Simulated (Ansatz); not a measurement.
Relaxed CdSe (zinc blende):

```
CELL_PARAMETERS angstrom
      0.00000     6.19627     6.19627
      3.09814     0.00000     3.09814
      3.09814     3.09814     0.00000
ATOMIC_POSITIONS crystal
  Se 0.37500 0.75000 0.75000
  Se 0.87500 0.75000 0.75000
  Cd 0.00000 0.00000 0.00000
  Cd 0.50000 0.00000 0.00000
```

Computed with PBE (plane waves to 420 eV, PAW, scalar-relativistic; Ansatz, a quantum-chemistry and plane-wave program). k mesh 4×8×8 (Γ-centred), Fermi-Dirac smearing 0.05 eV. CdSe was relaxed with its symmetry unable to fall.

One atom of the cell was then moved (with its periodic images), all else fixed, and the forces (eV/Å) came out as:

```csv
atom,Fx,Fy,Fz
Se1,-0.157,-0.139,0.041
Se2,1.698,1.743,-1.571
Cd3,-1.482,-1.631,1.469
Cd4,-0.058,0.027,0.060
```

**Question.** Which atom was moved, and by which vector (Å)?

**Answer.** Se2, by (-0.31, -0.31, 0.00), 0.43 Å in all.

(A displaced cell: forces are minus the slopes of the energy, force constants its curvatures, and phonons follow from these.)
